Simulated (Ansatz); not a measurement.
Below is a relaxed structure of NbAl4N3. The cell was found from a structure generator's guess, not taken from experiment.

Theory: Ansatz 0.2.0, DFT PBE, scalar-relativistic, plane waves, PAW. Cutoff 420 eV, Γ-centred mesh, Gaussian smearing, no spin polarisation.

```xyz
8
Lattice="-2.8949 2.8949 2.8949 2.8949 -2.8949 2.8949 2.8949 2.8949 -2.8949" Properties=species:S:1:pos:R:3 pbc="T T T"
Al    1.4475    1.4475    1.4475
Al    1.4475    1.4475   -1.4475
Al    1.4475   -1.4475    1.4475
Al   -1.4475    1.4475    1.4475
Nb    0.0000    0.0000    0.0000
N     2.8949    0.0000    0.0000
N     0.0000    2.8949    0.0000
N     0.0000    0.0000    2.8949
```

The zero of energy is the elements' standard structures at the same level (N₂ as a molecule); no fitted shifts are applied.

Problem. What space group does it have?

Solution. Im-3m (No. 229). Conventional cell: a = 5.790 Å. Around Al lie 2 Nb at 2.51 Å, 6 N at 2.51 Å and 6 Al at 2.89 Å; Nb has 8 Al at 2.51 Å and 6 N at 2.89 Å; N has 8 Al at 2.51 Å, 2 Nb at 2.89 Å and 4 N at 2.89 Å.

Problem. How far does it lie from the elements in energy?

Solution. +0.85 eV/atom. It can't be a ground state, since the elements alone are lower.

Problem. Is it a metal?

Solution. Yes, bands cross the Fermi level on the 10×10×10 mesh.

The last run used a 10×10×10 mesh for its 8-atom cell and Gaussian smearing of 0.10 eV. The cell is a metal run without spin; a magnetic state may lie lower. A structure relaxed within its symmetry needn't be a true minimum.
